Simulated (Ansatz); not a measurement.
Ga$_{2}$Te$_{4}$Pb in Ansatz, relaxation

The input file (Ansatz 0.2.0, plane waves):

```yaml
crystal:
  lattice:
    - [0.0, 6.200199, 0.0]
    - [6.200199, 0.0, 0.0]
    - [3.100099, 3.100099, -6.008891]
  atoms:
    - { symbol: Pb, position: [0.0, 0.0, 0.0] }
    - { symbol: Ga, position: [0.75, 0.25, 0.5] }
    - { symbol: Ga, position: [0.5, 0.5, 0.0] }
    - { symbol: Te, position: [0.395, 0.405, 0.73] }
    - { symbol: Te, position: [0.595, 0.125, 0.27] }
    - { symbol: Te, position: [0.875, 0.865, 0.73] }
    - { symbol: Te, position: [0.135, 0.605, 0.27] }
  symmetry: { tolerance: 0.0003 }
kpoints:
  mp_grid: { grid: [5, 5, 5], shift: [0, 0, 0] }
magnetization:
  spin_polarized: false
scf:
  occupations: { method: fermi_dirac }
  lower_state_search: "off"
hamiltonian:
  pseudopotentials: { kind: paw }
  xc: r2scan
basis:
  ecutwfc: 500
  fft_grid_basis: typed
relax:
  max_steps: 60
output:
  forces: true
  stress: true
  eigenvalues: true
  bader: true
  populations: true
  elf: true
  write_potential: true
  volumetric_format: npy
  dos:
    e_range: [-12, 8]
    de: 0.05
    projected: { site_lists: { Ga: [Ga], Pb: [Pb], Te: [Te] } }
  write_density: true
checkpoint:
  read: saved_state
```

Run with:

```bash
ansatz run input.yaml --threads 2 --pin off --max-ram 2560MiB --backend cpu --events-out ev --progress --plain --runs-dir out
```

Origin of the cell: a known structure type with other elements, at an estimated volume, so it need not be a known compound.

The smearing width isn't typed, so it takes its default of 0.1 eV.

The saved state is a converged single point of the same cell.

Steps:

```tsv
step	ΔF (meV/atom)	max force component (eV/Å)	SCF iterations	step was
1	0.0	1.081	6	accepted
2	-104.7	0.181	6	accepted
3	-108.8	0.044	6	accepted
4	-109.0	0.001	5	accepted
5	-109.0	0.001	2	accepted
```

The starting structure.

Space group I-4 (No. 82); the run's cell has a = 6.200 Å, b = 6.200 Å, c = 7.438 Å, α = 65.37°, β = 65.37°, γ = 90.00°. Shortest distances: Ga–Te 2.62 Å, Pb–Te 2.83 Å.

The relaxed structure.

Space group I-4 (No. 82); the run's cell has a = 6.200 Å, b = 6.200 Å, c = 7.438 Å, α = 65.37°, β = 65.37°, γ = 90.00°. Shortest distances: Ga–Te 2.61 Å, Pb–Te 3.05 Å.

```yaml
crystal:
  lattice:
    - [0.00000, 6.20020, 0.00000]
    - [6.20020, 0.00000, 0.00000]
    - [3.10010, 3.10010, -6.00889]
  atoms:
    - { symbol: Pb, position: [0.00000, 0.00000, 0.00000] }
    - { symbol: Ga, position: [0.75000, 0.25000, 0.50000] }
    - { symbol: Ga, position: [0.50000, 0.50000, 0.00000] }
    - { symbol: Te, position: [0.41658, 0.44412, 0.70403] }
    - { symbol: Te, position: [0.55588, 0.12061, 0.29597] }
    - { symbol: Te, position: [0.87939, 0.85185, 0.70403] }
    - { symbol: Te, position: [0.14815, 0.58342, 0.29597] }
```

```
Free energy lowered by  : 109.0 meV/atom
Final pressure          : 2.97 GPa
Relaxation steps listed : 5
```

Caveats: no spin-orbit coupling, though heavy elements are present; the SCF threshold is looser than advised for a stress; the relaxation held the start's symmetry, so the end may be a saddle point.

Time: 4.8 min on 2 threads of Arm Neoverse V1, with other jobs on the host, peak memory 1.2 GiB, from a saved density.
